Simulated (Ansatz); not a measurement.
**SiO₂: excitons and shallow donors from band masses and screening**

All numbers below come from Ansatz 0.2.0, DFT r2SCAN, scalar-relativistic, plane waves, PAW.

Cutoff 500 eV; k points 6×6×4 on the computed 12-atom cell (Γ-centred); Gaussian smearing, width 0.02 eV; no spin polarisation.

Relaxed cell: P4_12_12, a = 4.985 Å, b = 4.985 Å, c = 6.925 Å, α = 90.00°, β = 90.00°, γ = 90.00°, 12 atoms in the primitive cell. This form isn't the usual stable structure of the compound, though it has been observed.

The calculation gives a Kohn–Sham gap of 6.34 eV, an electron mass of 0.533 mₑ and a hole mass of 1.86 mₑ (harmonic means over x, y, z and over the bands degenerate at each edge), and ε∞ = 2.25 (independent particles, mean of the diagonal). Masses and screening differ among the axes, which the isotropic model averages.

Q: Estimate the binding energy and radius of a Wannier–Mott exciton and of a shallow donor, and say whether the hydrogenic model can hold.

A: The reduced mass is μ = mₙmₕ/(mₙ + mₕ) = 0.415 mₑ, with mₙ and mₕ the band masses. With E_b = 13.606 eV × μ/ε² and a = 0.529 Å × ε/μ (μ in mₑ) the exciton has E_b = 1116 meV and a = 2.9 Å. For a donor μ is the electron mass: 1435 meV and 2.2 Å. The radius isn't large against the shortest lattice vector (4.99 Å), so the continuum picture is doubtful and the numbers are only a scale. In a polar crystal the ions screen too, so a state bound more weakly than an optical phonon feels the larger static constant, which lowers the energy and widens the orbit. The other way, the small Kohn–Sham gap and the missing local fields make ε∞ too large and the masses tend to be too light, which underbinds.